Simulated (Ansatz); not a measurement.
B$_{2}$O in space group P-3m1 (No. 164; B on 2c, B on 2d, O on 2d), DFT-r²SCAN+D4 in the program Ansatz with PAW potentials, all energies at zero smearing, with the estimated change up to a 700 eV cutoff added, with one set of potentials and settings (totals compare only within such a set). Cell of 6 atoms (4 B, 2 O): -1761.684 eV.

| element | reference phase | E (eV/atom) |
|---|---|---|
| B | R-3m, 12 atoms in the cell | -156.6448 |
| O | C2/m, 4 atoms in the cell, spin-polarised | -566.0549 |

Formation energy per atom, worked out: (-1761.684 − 4×(-156.6448) − 2×(-566.0549))/6 = -0.499 eV/atom (-48 kJ per mol of atoms), at 0 K, without zero-point energy or fitted corrections.

The workflow started from an entry of the Crystallography Open Database (COD). Its standing as an ambient phase is unchecked. The cell was relaxed with r²SCAN+D4 under the symmetry of its start. At this level the phase is mechanically unstable. The references are the lowest solids computed at this level, not always the standard phases (solids in place of the gases).

Potentials: the later of the program's two PAW sets.
